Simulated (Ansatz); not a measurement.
TaAl:
```yaml
crystal:
  lattice:
    - [2.82191, 0.00000, 0.00000]
    - [0.00000, 2.82191, 0.00000]
    - [0.00000, 0.00000, 4.15897]
  atoms:
    - { symbol: Ta, position: [0.00000, 0.00000, 0.00000] }
    - { symbol: Al, position: [0.50000, 0.50000, 0.50000] }
```

Relaxed with r²SCAN. Special points in fractions of this cell's reciprocal vectors: Γ (0.000, 0.000, 0.000); X (0.000, 0.500, 0.000); M (0.500, 0.500, 0.000); Z (0.000, 0.000, 0.500); R (0.000, 0.500, 0.500); A (0.500, 0.500, 0.500).

Problem. List the band energies nearest the Fermi level at these points for DFT-r²SCAN in the program Ansatz with PAW potentials.

Solution. In eV from the Fermi level; about four levels below and three above (degenerate sets whole), none deeper than 8.9 eV; points with the same levels are listed once.

```json
[
 {"k": "Γ", "below": "-3.93 -2.79 -0.99", "above": "3.03 3.03 5.70"},
 {"k": "X", "below": "-6.12 -5.04 -3.45 -1.79", "above": "2.04 3.92 4.87"},
 {"k": "M", "below": "-1.41 -1.41 -0.82 -0.82", "above": "5.04 6.00 7.80"},
 {"k": "Z", "below": "-8.36 -7.51 -2.60 -0.22", "above": "2.29 2.29 5.73"},
 {"k": "R", "below": "-6.43 -3.56 -3.32 -1.48", "above": "1.03 2.14 3.39"},
 {"k": "A", "below": "-4.54 -3.68 -3.68", "above": "1.29 2.41 2.51"}
]
```

Space group P4/mmm (L1₀ or tetragonal B2). The start of the workflow was typed in or built on a structure type; neither database checked (COD, Materials Project) lists it. Whether it is the stable phase at ambient conditions was not checked. The cell was relaxed with r²SCAN under the symmetry of its start; its stability against distortions is not shown here. The run is not spin-polarised. Spin–orbit coupling is left out wherever it is not named.

Potentials: the later of the program's two PAW sets.
